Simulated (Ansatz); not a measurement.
System: K (bcc type), 1 atom in the cell.

All numbers below come from Ansatz, PBE, all-electron LAPW, point nucleus.

k-mesh 12×12×12 Γ-centred; Fermi–Dirac smearing of 0.1 eV; no spin polarisation.

```
CELL_PARAMETERS angstrom
-2.64000 2.64000 2.64000
2.64000 -2.64000 2.64000
2.64000 2.64000 -2.64000
ATOMIC_POSITIONS crystal
K 0.00000 0.00000 0.00000
```

**Question.** Would the cell expand or shrink if it were free to relax?

**Answer.** The pressure is 0.02 GPa, close to zero.
